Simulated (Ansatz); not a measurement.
Si3N4:
```
CELL_PARAMETERS angstrom
      0.00000     3.86500     3.86500
      3.86500     0.00000     3.86500
      3.86500     3.86500     0.00000
ATOMIC_POSITIONS crystal
  Si 0.62500 0.62500 0.12500
  Si 0.62500 0.12500 0.62500
  Si 0.62500 0.62500 0.62500
  Si 0.12500 0.62500 0.62500
  Si 0.25000 0.25000 0.25000
  Si 0.00000 0.00000 0.00000
  N  0.86757 0.86757 0.86757
  N  0.85272 0.38243 0.38243
  N  0.86757 0.86757 0.39728
  N  0.38243 0.85272 0.38243
  N  0.39728 0.86757 0.86757
  N  0.38243 0.38243 0.38243
  N  0.86757 0.39728 0.86757
  N  0.38243 0.38243 0.85272
```

Relaxed with r²SCAN. Special points in fractions of this cell's reciprocal vectors: Γ (0.000, 0.000, 0.000); X (0.500, 0.000, 0.500); U (0.625, 0.250, 0.625); K (0.375, 0.375, 0.750); L (0.500, 0.500, 0.500); W (0.500, 0.250, 0.750).

Question: List the band energies nearest the valence-band maximum at these points for r²SCAN in the plane-wave PAW code Ansatz.

Answer: In eV from the valence-band maximum; about four levels below and three above (degenerate sets whole), none deeper than 8.9 eV; points with the same levels are listed once.

```csv
k,below,above
Γ,-0.20 -0.20 -0.20 -0.03 -0.03 -0.03,4.03 4.03 4.03
X,-1.16 -1.16 -0.49 -0.49,7.42 7.42 7.73 7.73
U,-1.51 -1.27 -1.04 -0.25,6.95 7.44 7.69
L,-0.49 -0.49 -0.38 -0.38,5.67 6.48 6.48
W,-1.09 -1.09 -0.80 -0.80,7.40 7.40 7.97 7.97
```

Space group Fd-3m. Symmetry was held in the r²SCAN relaxation; of distortions, only those at the zone centre were tested.

Potentials: the earlier of the program's two PAW sets.
